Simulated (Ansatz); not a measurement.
Input and command of a plane-wave DFT calculation in Ansatz:

```yaml
crystal:
  lattice:
    - [3.9040621473, 0.0, 0.0]
    - [-1.9520310737, 3.3810169975, 0.0]
    - [0.0, 0.0, 6.0512963283]
  atoms:
    - { symbol: W, position: [0.0, 0.0, 0.0], spin: 1.0 }
    - { symbol: W, position: [0.0, 0.0, 0.5], spin: 1.0 }
    - { symbol: Te, position: [0.3333333333, 0.6666666667, 0.25] }
    - { symbol: Te, position: [0.6666666667, 0.3333333333, 0.75] }
basis:
  ecutwfc: 420
kpoints:
  mp_grid: { grid: [6, 6, 4] }
hamiltonian:
  xc: pbesol
scf:
  occupations: { method: gaussian, width: 0.1 }
  lower_state_search: "off"
output:
  forces: true
  stress: true
  eigenvalues: true
  populations: true
magnetization:
  spin_polarized: true
```

```bash
ansatz run input.yaml --threads 1 --pin off --max-ram 2560MiB --backend cpu --events-out ev --progress --plain --runs-dir out
```

Processor: Intel(R) Xeon(R) Processor @ 2.70GHz, 1 thread, on a host shared with other jobs.

**Question.** Estimate time, memory and problem size.

**Answer.** About 16 s on 1 thread of Intel(R) Xeon(R) Processor @ 2.70GHz (shared host), peak memory 0.45 GiB. It solves 38 bands at 21 k points (the mesh reduced by the symmetry that the task leaves, which can be less than the crystal's) with about 1533 plane waves, in 17 SCF iterations.
